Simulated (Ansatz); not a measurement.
Question: Each is relaxed and computed with r²SCAN (plane waves, PAW; program Ansatz). Which alone has a direct gap?
A. MgS, rock salt
B. MgInGaO4, R3m (Pearson symbol hR7)
C. MgO, rock salt
D. CaO, P4/nmm (Ca on 2c, O on 2a)

Answer: C, MgO, rock salt. MgO: gap 5.68 eV (direct); MgInGaO4: gap 2.76 eV (indirect); MgS: gap 3.47 eV (indirect); CaO: gap 4.06 eV (indirect). Constructed cells (a structure type filled with these elements, in neither database checked): MgInGaO4, R3m (Pearson symbol hR7). Typed or built starts, not in the databases checked: CaO, P4/nmm (Ca on 2c, O on 2a). Not the usual ambient phase: CaO, P4/nmm (Ca on 2c, O on 2a). All cells were relaxed under the symmetry of their starts (and spin orders); stability against distortions was not tested throughout. Spin–orbit coupling is left out wherever it is not named.

Potentials: the earlier of the program's two PAW sets.
